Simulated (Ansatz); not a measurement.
Fields on a plane of TaS2 (CdI2 type)

```yaml
crystal:
  lattice:
    - [3.32937, 0.00000, 0.00000]
    - [-1.66469, 2.88332, 0.00000]
    - [0.00000, 0.00000, 5.78619]
  atoms:
    - { symbol: Ta, position: [0.00000, 0.00000, 0.00000] }
    - { symbol: S, position: [0.33333, 0.66667, 0.26690] }
    - { symbol: S, position: [0.66667, 0.33333, 0.73310] }
```

The slice is a (1 -1 0 0) plane (indices of the conventional cell) through the point (0.000, 0.000, 0.000) (fractional), spanned by u = [110] and v = [001] in vectors of this cell: u (3.33 Å) and v (5.79 Å, at 90° to u). It covers one period; positions are fractions (u, v).

Atoms on it: Ta at (0.00, 0.00). Other atoms lie within 1 Å of the plane.

These are PBE-D3(BJ) (plane waves to 420 eV, PAW, scalar-relativistic; Ansatz, a first-principles code) values and carry that method's errors. k mesh 16×16×8. Inside the PAW spheres the values are not all-electron values, and peaks at nuclei hang on which shells count as valence. Spin-orbit coupling is left out, though Ta is heavy. TaS2 is run without spin polarisation. TaS2 was relaxed with its symmetry unable to fall. The PAW data are Ansatz's earlier set.

```tsv
v \ u	0.00	0.11	0.22	0.33	0.44	0.56	0.67	0.78	0.89
0.94	0.7	0.6	0.1	-0.5	-0.6	-0.6	-0.5	0.1	0.6
0.84	-0.1	-0.2	-0.4	-0.4	-0.4	-0.4	-0.4	-0.4	-0.2
0.75	-0.8	-0.8	-0.6	-0.4	-0.3	-0.3	-0.4	-0.6	-0.8
0.66	-1.2	-1.1	-0.9	-0.6	-0.5	-0.5	-0.6	-0.9	-1.1
0.56	-1.6	-1.5	-1.3	-1.0	-0.9	-0.9	-1.0	-1.3	-1.5
0.47	-1.7	-1.6	-1.4	-1.2	-1.0	-1.0	-1.2	-1.4	-1.6
0.38	-1.3	-1.2	-1.0	-0.7	-0.6	-0.6	-0.7	-1.0	-1.2
0.28	-0.9	-0.9	-0.7	-0.4	-0.3	-0.3	-0.4	-0.7	-0.9
0.19	-0.4	-0.5	-0.5	-0.4	-0.3	-0.3	-0.4	-0.5	-0.5
0.09	0.6	0.5	-0.1	-0.5	-0.6	-0.6	-0.5	-0.1	0.5
0.00	0.5	0.7	0.3	-0.4	-0.7	-0.7	-0.4	0.3	0.7
```

Values: log₁₀ of the valence density in e/Å³. The scale is logarithmic, as a density can span decades between atoms and voids.

```
|xxxxxx0034300xxxxx|
|xxxxxx0034300xxxxx|
|xxxxx001343100xxxx|
|xxxx00023432000xxx|
|xxx0001233321000xx|
|000002221112220000|
|001233210001233210|
|44455420xxx0245544|
|66666430xxx0346666|
|888775310x01357788|
|888876532123567888|
|999887654445678899|
|999998776667789999|
|999999887778899999|
|999999988888999999|
|999999998889999999|
|999999988888999999|
|999999887778899999|
|999998776667789999|
|999887654445678899|
|888876532123567888|
|888775310x01357788|
|66666430xxx0346666|
|44455420xxx0245544|
|001233210001233210|
|000002221112220000|
|xxx0001233321000xx|
|xxxx00023432000xxx|
|xxxxx001343100xxxx|
|xxxxxx0034300xxxxx|
|xxxxxx0034300xxxxx|
|xxxxxx0024200xxxxx|
```
Scale: ten equal steps from 2.00 (start of '0') to 10.59 (end of '9'), in the order '0123456789'. Values: electrostatic potential energy of an electron, from the cell's mean, in eV. The map has 18 points along u (one character each, u = 0 at the left) and 32 along v (v = 0 in the bottom row). Points within 1 Å of a nucleus are blanked (x), as the pseudised field means little there. Values under 2 eV are set to 2. The zero, the cell's mean, hangs on the PAW cores.
